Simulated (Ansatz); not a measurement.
BP in space group P6_422 (No. 181; B on 3c, P on 3d) at seven volumes, plane-wave PAW r²SCAN (Ansatz code), shape and atoms relaxed at each. One row is withheld.

```tsv
V (Å³/atom)	P (GPa)
9.877	?
10.203	12.36
10.529	5.72
10.854	0.00
11.180	-4.94
11.505	-9.19
11.831	-12.86
```

Fit the shown pressures and predict the withheld one.

P = (3/2)B₀(x^(7/2) − x^(5/2))[1 + (3/4)(B′ − 4)(x − 1)] with x = (V₀/V)^(2/3). Least squares on the six rows gives V₀ = 10.854 Å³/atom, B₀ = 177 GPa, B′ = 3.94. At V = 9.877, x = 1.0649 and P = 20.11 GPa. The run itself gave 20.07 GPa.

The start of the workflow was typed in or built on a structure type; neither database checked (COD, Materials Project) lists it. It is not the phase usual at ambient conditions (space group No. 216). The r²SCAN relaxation kept the symmetry of its start; its stability against distortions is not shown here.

Potentials: the later of the program's two PAW sets.
